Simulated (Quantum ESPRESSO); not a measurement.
```xyz
3
Lattice="-1.9045 1.9045 3.4088 1.9045 -1.9045 3.4088 1.9045 1.9045 -3.4088" Properties=species:S:1:pos:R:3 pbc="T T T"
O      0.0000     0.0000     2.6728
O      0.0000     0.0000     4.1447
Ba     0.0000     0.0000     0.0000
```

The PBEsol cell relaxed from Materials Project entry mp-1105 was given an isotropic strain of +1 % on all lattice vectors, and the atoms were relaxed again.

Q: What does norm-conserving PBEsol (Quantum ESPRESSO, 84 Ry, no spin-orbit coupling) give for the electronic structure near the Fermi level?

A: The PBEsol gap is direct, 2.07 eV at Z.
